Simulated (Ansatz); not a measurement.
An elastic tensor (GPa, Voigt order, standard axes) from DFT-LDA in the program Ansatz with PAW potentials:

```csv
,1,2,3,4,5,6
1,322,300,300,0.0,0.0,0.0
2,300,322,300,0.0,0.0,0.0
3,300,300,322,0.0,0.0,0.0
4,0.0,0.0,0.0,92.6,0.0,0.0
5,0.0,0.0,0.0,0.0,92.6,0.0
6,0.0,0.0,0.0,0.0,0.0,92.6
```

**Question.** Which compound is it?
A. Ca3BiN, anti-perovskite
B. BiB, zinc blende
C. RuN, zinc blende
D. AgI, zinc blende

**Answer.** C, RuN, zinc blende

Space group F-43m (zinc blende). The first step of the workflow began from a Materials Project structure, measured or hypothetical; the Crystallography Open Database copy checked does not list it. Whether it is the stable phase at ambient conditions was not checked. The LDA relaxation kept the symmetry of its start; whether a distortion lowers the energy is not shown. No spin polarisation was allowed. As this level gives no gap, shear constants depend on the k-mesh and smearing (Fermi–Dirac, 0.1 eV here).

Potentials: the later of the program's two PAW sets.
